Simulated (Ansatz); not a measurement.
A trial cell of HfN was relaxed with PBE (plane waves to 420 eV, PAW, scalar-relativistic; Ansatz, a first-principles code).

Before: Fmmm (No. 69), oF8; a = 4.582 Å, b = 4.861 Å, c = 5.379 Å, α = β = γ = 90.00°.

After relaxation:

Simulated powder pattern, Fe Kα, λ = 1.93735 Å (kinematic, ideal powder, no thermal factors, no anomalous dispersion; the 24 strongest lines at most, above 1 %, up to 2θ = 90°):

```json
[
 {"2θ (°)": "43.30", "I/Imax (%)": "100"},
 {"2θ (°)": "50.43", "I/Imax (%)": "67"},
 {"2θ (°)": "74.09", "I/Imax (%)": "46"},
 {"2θ (°)": "89.89", "I/Imax (%)": "49"}
]
```

**Question.** Identify the relaxed structure from its pattern: crystal system, space group and cell.

**Answer.** Cubic, Fm-3m (No. 225), cF8, rock salt type; a = 4.5478 Å, b = 4.5478 Å, c = 4.5478 Å, α = 90.00°, β = 90.00°, γ = 90.00°. Sites: N 4a (0.000, 0.000, 0.000); Hf 4b (0.500, 0.500, 0.500).

**Question.** Index the strongest lines.

**Answer.** 43.30° (111), 50.43° (200), 74.09° (220), 89.89° (311).

No spin polarisation in the result. The relaxed primitive cell holds an odd number of electrons. A magnetic state may lie lower.

The run could not lose the symmetry of its start.

All atoms sit on sites fixed by symmetry, so only the cell could relax.
